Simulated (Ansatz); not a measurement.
WGe₂: how the free axis answers a strain

WGe₂, I4/mmm, a = 3.323 Å, c = 8.181 Å. The structure is a COD entry; whether it is the stable form wasn't checked. Ansatz: r2SCAN, PAW, 500 eV, Γ-centred 10×10×6 mesh on 6 atoms, Gaussian smearing 0.10 eV; no spin polarisation. Series: uniaxial strain along a, with b, c and atoms relaxed; x is the strain in per cent. y is the change of c in per cent of 8.181 Å.

| x (%) | y (%) |
| --- | --- |
| -2.0 | 0.38 |
| -1.0 | ? |
| 0.0 | 0.00 |
| 1.0 | -0.13 |
| 2.0 | -0.27 |

Question: Fit y = c1 x + c2 x² to the other rows, say what c1 measures, and predict the missing y.

Answer: Least squares on the rows shown. y = −0.1605 x + 0.01426 x². So −c1 = 0.161 is Poisson's ratio for this pair of axes. Along b the same runs (not shown) give 0.32. At x = -1.0 the fit asked for gives 0.17 %. The run gave 0.19 %, so the fit is 0.02 % too low, within twice the rms miss on the fitted rows (0.01 %).

Spin–orbit coupling is left out, which can shift energies with elements as heavy as these.

Cost: 5 runs of about 29 core-minutes in all, on Arm Neoverse V1 (shared hosts).